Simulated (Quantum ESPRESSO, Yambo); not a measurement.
For CaHI (space group P4/nmm, No. 129), Yambo gives the independent-particle static dielectric constant along x as 5.59 on PBEsol bands and 4.46 after a scissor of 2.03 eV widens every gap (4×4×2 mesh, 214 bands, 3 Ry local-field block, 0.2 eV broadening). Axes are Cartesian, with cell vectors (Å) (3.98, 0.00, 0.00), (0.00, 3.98, 0.00), (0.00, 0.00, 8.59).

### Question
A scissor keeps the position matrix elements. In a one-oscillator model, how does ε − 1 scale, and what mean transition energy do the two values imply?

### Answer
Each transition adds |r|²/E to ε − 1, so ε − 1 ∝ 1/(E0 + Δ). Then (4.46 − 1)/(5.59 − 1) = E0/(E0 + Δ) = 0.754, and E0 = Δ(ε' − 1)/(ε − ε') = 6.2 eV. The computed Im ε, weighted by 1/E up to 20 eV, has its mean at 6.4 eV; the smallest direct PBEsol gap is 3.02 eV. The scissor comes from a G0W0 run whose convergence isn't established. Convergence of the RPA response with its 4×4×2 mesh was not tested.

Bands from Quantum ESPRESSO.

Spin-orbit coupling is included.

Geometry relaxed with PBE+D3(BJ); primitive cell a = b = 3.980 Å, c = 8.591 Å, α = β = γ = 90.00°.
